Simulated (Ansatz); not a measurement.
Consider the following.

CrGe$_{2}$:
```xyz
3
Lattice="0.0000 3.0041 3.0041 3.0041 0.0000 3.0041 3.0041 3.0041 0.0000" Properties=species:S:1:pos:R:3 pbc="T T T"
Cr     0.0000     0.0000     0.0000
Ge     1.5020     1.5020     1.5020
Ge     4.5061     4.5061     4.5061
```
Starting moments (μB, in the order of the atoms Cr Ge Ge): 3.3 0.0 0.0.

This is the PBE-relaxed structure.

**Question.** All from plane-wave PAW PBE (Ansatz code), unless another level is named. Estimate the electronic character.

**Answer.** metallic (no gap).

**Question.** Give the formation energy from the elements (no fitted shifts).

**Answer.** 0.24 eV/atom.

**Question.** And the density of states at the Fermi level?

**Answer.** 0.46 states/eV per atom (mean over ±0.08 eV).

Space group Fm-3m (fluorite or antifluorite type). The cell is a constructed one: a structure type filled with these elements; neither database checked (COD, Materials Project) lists it. Whether it is the stable phase at ambient conditions was not checked. The cell was relaxed with PBE under the symmetry of its start; whether a distortion lowers the energy is not shown. Spin order of the final state: ferromagnetic, chosen from 3 collinear starts compared on coarse meshes (ties went to the first, and starts can fall back to one state), not a proven ground state. The references are the lowest solids computed at this level, not always the standard phases. Spin–orbit coupling is left out wherever it is not named.

Potentials: the later of the program's two PAW sets.
